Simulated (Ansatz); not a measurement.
Relaxed Pb (fcc, Cu type):

```
CELL_PARAMETERS angstrom
      5.03392     0.00000     0.00000
      0.00000     5.03392     0.00000
      0.00000     0.00000     5.03392
ATOMIC_POSITIONS crystal
  Pb 0.00000 0.00000 0.00000
  Pb 0.50000 0.50000 0.00000
  Pb 0.50000 0.00000 0.50000
  Pb 0.00000 0.50000 0.50000
```

Method: PBE (plane waves to 420 eV, PAW, scalar-relativistic; Ansatz, a quantum-chemistry and plane-wave program). k mesh 8×8×8 (Γ-centred), Fermi-Dirac smearing 0.05 eV. With partly filled bands, energies and forces of such displacements shift with the k mesh and the smearing. On this mesh the relaxed cell isn't quite at rest: it carries a pressure of 0.2 GPa (compression positive) at the zero of the scan. Pb was relaxed with its symmetry unable to fall. Spin-orbit coupling is left out, though Pb is heavy. The relaxed volume of Pb is well above the measured one; the method has no dispersion term.

One atom of the cell was then moved (with its periodic images), all else fixed, and the forces (eV/Å) came out as:

```json
[
 {"atom": "Pb1", "Fx": "0.161", "Fy": "0.161", "Fz": "0.000"},
 {"atom": "Pb2", "Fx": "-0.275", "Fy": "-0.275", "Fz": "0.000"},
 {"atom": "Pb3", "Fx": "-0.019", "Fy": "0.132", "Fz": "0.000"},
 {"atom": "Pb4", "Fx": "0.132", "Fy": "-0.019", "Fz": "0.000"}
]
```

Question: Which atom was moved, and by which vector (Å)?

Answer: Pb2, by (0.20, 0.20, 0.00), 0.29 Å in all.

(For displaced atoms, the force is minus the slope of the energy, and its curvature is a force constant, which sets phonon frequencies.)
